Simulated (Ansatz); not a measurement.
Ti₃AlC₂ (space group P6_3/mmc)

```
CELL_PARAMETERS angstrom
      3.02798     0.00000     0.00000
     -1.51399     2.62231     0.00000
      0.00000     0.00000    18.33287
ATOMIC_POSITIONS crystal
  Ti 0.66667 0.33333 0.37292
  Ti 0.33333 0.66667 0.62708
  Ti 0.33333 0.66667 0.87292
  Ti 0.66667 0.33333 0.12708
  Ti 0.00000 0.00000 0.50000
  Ti 0.00000 0.00000 0.00000
  Al 0.00000 0.00000 0.75000
  Al 0.00000 0.00000 0.25000
  C  0.33333 0.66667 0.43069
  C  0.66667 0.33333 0.56931
  C  0.66667 0.33333 0.93069
  C  0.33333 0.66667 0.06931
```

The slice is a (0001) plane (indices of the conventional cell) through the point (0.667, 0.333, 0.931) (fractional), spanned by u = [110] and v = [1 -1 0] in vectors of this cell: u (3.03 Å) and v (5.24 Å, at 90° to u). It covers one period; positions are fractions (u, v).

Method: LDA (plane waves to 420 eV, PAW, scalar-relativistic; Ansatz, a program for electronic structure). k mesh 14×14×2. Inside the PAW spheres the values are not all-electron values, and peaks at nuclei hang on which shells count as valence. Ti3AlC2 is run without spin polarisation. Ti3AlC2 was relaxed with its symmetry unable to fall.

Predict the map of the valence electron density on the slice.


```
|99999988775544221100001122445577889999|
|99999988665533221100001122335566889999|
|99888877554433110000000011334455778888|
|77776655443322110000000011223344556677|
|55555544332211000000000000112233445555|
|44443333221100000000000000001122333344|
|22222211110000000000000000000011112222|
|22111111000000001111111100000000111111|
|11111111111111112222222211111111111111|
|11111111112222333333333333222211111111|
|11111111223333445555555544333322111111|
|11111122334455667777777766554433221111|
|11112222445566778899998877665544222211|
|11112233446677889999999988776644332211|
|00112233556688999999999999886655332211|
|00112233556688999999999999886655332211|
|00111133446688999999999999886644331111|
|00001122446677889999999988776644221100|
|00001122335566778899998877665533221100|
|00000011224455667777777766554422110000|
|00000011112233445555555544332211110000|
|00000000111122333344443333221111000000|
|00000000001111222222222222111100000000|
|11111100000011111122221111110000001111|
|22222211111111111111111111111111112222|
|33333322221111111111111111111122223333|
|55555544332222111111111111222233445555|
|77776655443322221111111122223344556677|
|99888877664433221111111122334466778888|
|99999988665533221111111122335566889999|
|99999988775544221111111122445577889999|
|99999999776644221100001122446677999999|
```
Scale: ten equal steps from -0.71 (start of '0') to 0.26 (end of '9'), in the order '0123456789'. Values: log₁₀ of the valence density in e/Å³. The map has 19 points along u (two characters each, u = 0 at the left) and 32 along v (v = 0 in the bottom row). The scale is logarithmic, as a density can span decades between atoms and voids.
